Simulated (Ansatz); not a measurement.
Consider the following.

LiZn (space group Fd-3m)

```cif
data_Li8Zn8
_chemical_formula_sum 'Li8 Zn8'
_space_group_name_H-M_alt 'Fd-3m :1'
_space_group_IT_number 227
_space_group_name_Hall 'F 4d 2 3 -1d'
_cell_length_a 6.05545
_cell_length_b 6.05545
_cell_length_c 6.05545
_cell_angle_alpha 90.000
_cell_angle_beta 90.000
_cell_angle_gamma 90.000
loop_
_atom_site_label
_atom_site_type_symbol
_atom_site_symmetry_multiplicity
_atom_site_Wyckoff_symbol
_atom_site_fract_x
_atom_site_fract_y
_atom_site_fract_z
_atom_site_occupancy
Li1 Li 8 a 0.00000 0.00000 0.00000 1
Zn1 Zn 8 b 0.50000 0.50000 0.50000 1
```
(The calculation used a cell of 4 atoms; values per cell refer to that cell.)

The volume is varied about the relaxed value V₀ at fixed cell shape. Symmetry pins the atoms to their sites.

All values below come from PBEsol (plane waves to 420 eV, PAW, scalar-relativistic; Ansatz, a program for electronic structure). k mesh 13×13×13 (Γ-centred), Fermi-Dirac smearing 0.05 eV. E stands for the smeared free energy. Compression counts positive. LiZn was relaxed with its symmetry unable to fall. The zero of ΔE is the relaxed starting cell.

The scan covers V/V₀ from 0.900 to 1.100 in 9 points.

Q: What is the fitted pressure derivative B₀′?

A: 4.4.

Q: What bulk modulus B₀ follows from a third-order Birch-Murnaghan fit?

A: 48.1 GPa.

(Under strain, the slope of the energy per volume gives the stress and its curvature an elastic modulus.)
